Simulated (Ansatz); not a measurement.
Input and output of a single-point calculation on SnTe built on the rocksalt prototype (Ansatz, PBE). The cell was relaxed with r2SCAN and then strained, so it isn't that functional's minimum.

The input:
```yaml
crystal:
  lattice:
    - [0.0, 3.1893303454, 3.1893303454]
    - [3.1893303454, 0.0, 3.1893303454]
    - [3.1893303454, 3.1893303454, 0.0]
  atoms:
    - { symbol: Sn, position: [0.0, 0.0, 0.0] }
    - { symbol: Te, position: [0.5, 0.5, 0.5] }
kpoints:
  mp_grid: { grid: [8, 8, 8] }
  band_path:
    path:
      - [0.0, 0.0, 0.0]
      - [0.5, 0.0, 0.5]
      - [0.625, 0.25, 0.625]
      - [0.375, 0.375, 0.75]
      - [0.5, 0.5, 0.5]
      - [0.5, 0.25, 0.75]
      - [0.0, 0.0, 0.5]
    npoints: 1
hamiltonian:
  xc: pbe
scf:
  occupations: { method: fermi_dirac, width: 0.02 }
  n_extra_bands: 4
output:
  forces: true
  stress: true
  eigenvalues: true
```

Command: `ansatz run input.yaml --threads 2 --pin off --max-ram 20275MiB --backend cpu --events-out ev --progress --plain --runs-dir out`. Wall time 0.99 s on 2 threads of AMD EPYC 7R13 Processor (Zen 3), on a shared host, load about 2.3 per core; peak host memory 0.57 GiB.

Output, abridged:
```
scf.n_extra_bands = 4 over 15 filled bands (N_el = 30.0): the run solves 19 bands
Functional definition: PBE
Crystal: 2 atoms, lattice volume = 64.883 Å³
Basis set: ecut = 420 eV, 1243 PW (Γ)
Symmetry: 48 space group operations
Space group: Fm-3m (ITA 225)
k-points: 29 of 512
Free energy (F): -13004.743381 eV
Internal energy: -13004.742954 eV  (E = F + TS)
E sigma→0 (E₀):  -13004.743168 eV
Entropy (-TS):   -0.000428 eV (-0.214 meV/atom)
Fermi energy:    9.174515 eV
--- Stress (GPa, compression-positive) ---
        0.630472       0.000000       0.000000
        0.000000       0.630472       0.000000
        0.000000       0.000000       0.630472
  P = ⅓ Tr σ = 0.6305 GPa (6.305 kbar)
```

Levels at the listed points, from bands.tsv (eV from the Fermi energy, bands near the gap, counted from 0):
```tsv
# k_distance	band_10	band_11	band_12	band_13	band_14	band_15	band_16	band_17	band_18
# fermi_ev = 9.174515
# [0, 0, 0] at k_distance = 0.000000
# [0.5, 0, 0.5] at k_distance = 0.985032
# [0.625, 0.25, 0.625] at k_distance = 1.333293
# [0.375, 0.375, 0.75] at k_distance = 1.936500
# [0.5, 0.5, 0.5] at k_distance = 2.539706
# [0.5, 0.25, 0.75] at k_distance = 3.236229
# [0, 0, 0.5] at k_distance = 3.932752
# levels_relative_to = fermi_ev
0.000	-12.571	-4.851	-2.077	-2.077	-2.077	3.242	3.242	3.242	4.807
0.985	-11.114	-6.472	-5.352	-3.599	-3.599	2.293	4.717	4.717	6.085
1.333	-11.078	-7.326	-4.970	-3.123	-2.653	2.918	2.990	4.185	5.345
1.937	-11.078	-7.326	-4.970	-3.123	-2.653	2.918	2.990	4.185	5.345
2.540	-11.382	-8.176	-1.750	-1.750	-0.005	0.005	0.393	0.393	7.658
3.236	-11.032	-7.285	-4.633	-4.633	-0.852	0.819	4.576	4.576	5.896
3.933	-11.382	-8.176	-1.750	-1.750	-0.005	0.005	0.393	0.393	7.658
```
In order the rows are Γ, X, U, K, L, W, L.

PBE gives a direct gap of 0.01 eV at L. (This is within a few times the smearing of 0.02 eV, so the filling near the edges can be smeared.) The gap is the least over the mesh and the extra points. At this geometry PBE finds +0.63 GPa, compression counted positive: its own equilibrium volume is larger.

(Simulation; spin polarisation is off.)

No spin-orbit coupling is included; it can move band edges with weight on the heavy atoms by tenths of an eV.

Gaps or overlaps of about a tenth of an eV are at the limit of these meshes: between the points read a gap can be smaller or closed.
